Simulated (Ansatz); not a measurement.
Below is a relaxed structure of Sr2ZrO3. The cell was found from a structure generator's guess, not taken from experiment.

Method: Ansatz 0.2.0, DFT PBE, scalar-relativistic, plane waves, PAW. Cutoff 420 eV, Γ-centred mesh, Gaussian smearing, no spin polarisation.

```
Sr Zr O
1.0
     3.93698   -3.99919    0.00000
     3.93698    3.99919    0.00000
     0.00000    0.00000    7.28418
Sr Zr O
2 1 3
Direct
  0.27737 0.27737 0.50000
  0.72263 0.72263 0.50000
  0.50000 0.50000 0.00000
  0.50000 0.50000 0.26712
  0.50000 0.50000 0.73288
  0.00000 0.00000 0.50000
```

Formation energies are uncorrected and refer to the elements' standard structures at the same level (O₂ as a molecule).

(1) Find its symmetry and describe it.

(2) What is its formation energy per atom?

(3) Is it a metal?

## Answers

(1) Cmmm (No. 65). Conventional cell: a = 7.874 Å, b = 7.998 Å, c = 7.284 Å. Sr has 1 O at 2.18 Å, 2 O at 2.44 Å, 1 Sr at 3.51 Å, 2 Sr at 4.02 Å and 2 Zr at 4.04 Å; Zr has 2 O at 1.95 Å and 4 Sr at 4.04 Å; O on a site of symmetry mm2 is surrounded by 1 Zr at 1.95 Å and 2 Sr at 2.44 Å; around O on a site of symmetry mmm lie 2 Sr at 2.18 Å.

(2) −1.66 eV/atom.

(3) Yes, bands cross the Fermi level on the 8×8×6 mesh.

The last run used an 8×8×6 mesh (in the run's order of axes) for its 6-atom cell and Gaussian smearing of 0.10 eV. The cell is a metal run without spin; a magnetic state may lie lower. A structure relaxed within its symmetry needn't be a true minimum. Another cell of Sr2ZrO3 relaxed alike, in P-3m1, lies 0.84 eV/atom lower, so this cell isn't the stable form at this level.
